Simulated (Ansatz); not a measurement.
YGe₂ (fluorite, space group No. 225) under volume change, the program Ansatz at the PBE level (PAW), scaled uniformly.

| V (Å³/atom) | E − E(relaxed) (meV/atom) | P (GPa) |
|---|---|---|
| 23.436 | 39.6 | 5.93 |
| 24.209 | ? | ? |
| 24.981 | 3.9 | 1.68 |
| 25.754 | 0.0 | 0.00 |
| 26.527 | ? | ? |
| 27.299 | 13.7 | -2.71 |
| 28.072 | 29.5 | -3.81 |

Problem. Complete the blanks.

Solution. 
- 24.209, E − E(relaxed) (meV/atom): 16.6
- 24.209, P (GPa): 3.64
- 26.527, E − E(relaxed) (meV/atom): 3.6
- 26.527, P (GPa): -1.45

Problem. What does a third-order Birch–Murnaghan fit give for V₀, B₀ and B′?

Solution. V₀ = 25.75 Å³/atom, B₀ = 52.2 GPa, B′ = 3.9.

Space group Fm-3m (fluorite). The cell is a constructed one: a structure type filled with these elements; neither database checked (COD, Materials Project) lists it. Its standing as an ambient phase is unchecked. The PBE relaxation kept the symmetry of its start; whether a distortion lowers the energy is not shown. No spin polarisation was allowed.

Potentials: the later of the program's two PAW sets.
